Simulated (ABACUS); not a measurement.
Band structure of Si₂Mo (I4/mmm, 3 atoms in the cell; from Materials Project mp-2592).

```
CELL_PARAMETERS angstrom
     -1.60213     1.60213     3.90809
      1.60213    -1.60213     3.90809
      1.60213     1.60213    -3.90809
ATOMIC_POSITIONS crystal
  Si 0.66457 0.66457 0.00000
  Si 0.33543 0.33543 0.00000
  Mo 0.00000 0.00000 0.00000
```

All values come from this method and carry its errors: PBE, PseudoDojo 0.5 standard norm-conserving PBE (tails mended) pseudopotentials (plane waves; ABACUS).

Settings: KPT = Gamma 10 10 10 0 0 0; basis_type = pw; dft_functional = PBE; ecutwfc = 80 Ry; smearing_method = mv; smearing_sigma = 0.00734986 Ry; potentials = PseudoDojo 0.5 standard norm-conserving PBE (tails mended); symmetry = 1; symmetry_prec = 1e-05; ks_solver = cg; scf_nmax = 100; scf_thr = 1.0e-09 Ry; mixing_type = pulay.

The structure comes from a collection of computed structures, made at another level of theory; the collection holds predicted forms beside known ones. No clean gap shows at this smearing width and mesh (spacing up to 0.28 Å⁻¹); the mesh is coarse for partly filled bands, so the values carry mesh errors.

Points are given in units of this cell's reciprocal vectors. Levels in eV from the Fermi level, bands 8 to 15:
```
point                        8      9     10     11     12    13    14    15
-----------------------  -----  -----  -----  -----  -----  ----  ----  ----
Γ (0 0 0)                -2.99  -2.56  -2.56   0.42   3.23  3.29  3.55  3.55
X (0 0 0.5)              -5.12  -4.37  -2.96  -1.17   2.37  2.81  3.29  3.47
Y (-0.084 0.084 0.5)     -4.37  -3.73  -2.83  -1.76   1.84  2.17  2.69  4.99
S (-0.292 0.292 0.292)   -2.72  -2.44  -2.16  -0.34   1.61  3.08  3.72  4.61
Z (0.5 0.5 -0.5)         -2.11  -0.50  -0.50  -0.42  -0.42  0.56  4.91  5.22
S1 (0.292 0.708 -0.292)  -2.72  -2.44  -2.16  -0.34   1.61  3.08  3.72  4.61
N (0 0.5 0)              -4.43  -2.54  -2.49  -0.44   2.32  3.17  4.17  4.31
P (0.25 0.25 0.25)       -6.10  -2.64  -2.01  -2.01   0.41  2.37  4.12  4.12
Y1 (0.5 0.5 -0.084)      -4.37  -3.73  -2.83  -1.76   1.84  2.17  2.69  4.99
```

2 bands cross the Fermi level along this path, so the cell has no gap at this level.

“Tails mended”: in these copies of the files the far tail of each local potential was reset to the Coulomb form.
